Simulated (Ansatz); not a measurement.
Values for one crystal, relaxed and computed with the program Ansatz at the r²SCAN level (PAW); other levels are named.

| Quantity | Result |
|---|---|
| Volume per atom | 31.01 Å³ |
| Electronic character | metallic (no gap) |
| Formation energy from the elements (no fitted shifts) | -0.64 eV/atom |
| Density of states at the Fermi level | 0.41 states/eV per atom (mean over ±0.08 eV) |

Problem. Which of these materials gives this?
(A) LiIn3, Cu3Au type
(B) NaGa4, I4/mmm (Na on 2a, Ga on 4d, Ga on 4e)
(C) TbHg, CsCl type
(D) LaIn, CsCl type

Solution. D, LaIn, CsCl type

Space group Pm-3m (CsCl type). The workflow started from a Materials Project entry (that database holds measured and hypothetical structures alike); the Crystallography Open Database copy checked does not list it. With La and In taken as one species the cell has the higher symmetry Im-3m, so it may be an ordered model of a mixed-site phase. Its standing as an ambient phase is unchecked. The r²SCAN relaxation kept the symmetry of its start; whether a distortion lowers the energy is not shown. The references are the lowest solids computed at this level, not always the standard phases. Scalar-relativistic: spin–orbit coupling is off unless named, which matters more the heavier the elements.

Potentials: the later of the program's two PAW sets.
